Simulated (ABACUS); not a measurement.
How a calculation on Sn (Fd-3m, 2 atoms in the cell; from Materials Project mp-117, lattice scaled a little) responds to its settings

```
Sn
1.0
    0.00000     3.32309     3.32309
    3.32309     0.00000     3.32309
    3.32309     3.32309     0.00000
Sn
2
Direct
  0.00000   0.00000   0.00000
  0.25000   0.25000   0.25000
```

Base run A: LDA (PW92), PseudoDojo 0.4 standard norm-conserving LDA (tails mended) pseudopotentials (ABACUS 3.10.1), self-consistent single point.

Its settings: KPT = Gamma 12 12 12 0 0 0; basis_type = pw; dft_functional = PWLDA; ecutwfc = 72 Ry; smearing_method = mv; smearing_sigma = 0.00367493 Ry; potentials = PseudoDojo 0.4 standard norm-conserving LDA (tails mended); symmetry = 1; ks_solver = dav; scf_nmax = 100; scf_thr = 1.0e-09 Ry; mixing_type = broyden; mixing_beta = 0.4.

The structure comes from a collection of computed structures, made at another level of theory; the collection holds predicted forms beside known ones. Its lattice was then scaled.

ΔF is the free energy per atom less that of run A. 

| run | change | ΔF (meV/atom) | pressure (GPa) |
|---|---|---|---|
| A | base | 0.00 | -2.93 |
| B | volume scaled by 0.94 | -26.1 | -0.75 |
| C | volume scaled by 0.96 | -20.8 | -1.58 |
| D | volume scaled by 0.98 | -12.0 | -2.30 |
| E | volume scaled by 0.99 | -6.3 | -2.63 |
| F | volume scaled by 1.01 | 7.0 | -3.22 |
| G | volume scaled by 1.02 | 14.7 | -3.49 |
| H | volume scaled by 1.04 | 31.8 | -4.00 |
| I | volume scaled by 1.06 | 51.1 | -4.44 |

Run G against A: The free energy goes up by 14.7 meV/atom and the pressure goes from -2.93 to -3.49 GPa.

Run C against A: The free energy falls by 20.8 meV/atom and the pressure goes from -2.93 to -1.58 GPa.

Run H against A: The free energy goes up by 31.8 meV/atom and the pressure goes from -2.93 to -4.00 GPa.

“Tails mended”: in these copies of the files the far tail of each local potential was reset to the Coulomb form.
